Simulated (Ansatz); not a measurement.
Consider the following.

TiZn$_{2}$O$_{4}$:
```cif
data_O16Ti4Zn8
_chemical_formula_sum 'Ti4 Zn8 O16'
_space_group_name_H-M_alt 'Imma'
_space_group_IT_number 74
_space_group_name_Hall '-I 2b 2'
_cell_length_a 5.86710
_cell_length_b 5.93872
_cell_length_c 8.61828
_cell_angle_alpha 90.000
_cell_angle_beta 90.000
_cell_angle_gamma 90.000
loop_
_atom_site_label
_atom_site_type_symbol
_atom_site_symmetry_multiplicity
_atom_site_Wyckoff_symbol
_atom_site_fract_x
_atom_site_fract_y
_atom_site_fract_z
_atom_site_occupancy
Ti1 Ti 4 b 0.00000 0.00000 0.50000 1
Zn1 Zn 4 e 0.00000 0.25000 0.13899 1
Zn2 Zn 4 d 0.25000 0.25000 0.75000 1
O1 O 8 h 0.00000 0.01315 0.72545 1
O2 O 8 i 0.27537 0.25000 0.00379 1
```
(The calculation used a cell of 14 atoms; values per cell refer to that cell.)

This is the PBEsol-relaxed structure.

Task: All from DFT-PBEsol in the program Ansatz with PAW potentials, unless another level is named. Estimate the Hill bulk and shear moduli.

Result: 172 and 61.0 GPa.

Task: And the highest zone-centre frequency (without LO–TO term)?

Result: 672 cm⁻¹.

The first step of the workflow began from a Materials Project structure, measured or hypothetical; the Crystallography Open Database copy checked does not list it. COD files the formula under space group No. 95. Whether it is the stable phase at ambient conditions was not checked. Symmetry was held in the PBEsol relaxation; phonons show weakly imaginary modes. The run is not spin-polarised.

Potentials: the later of the program's two PAW sets.
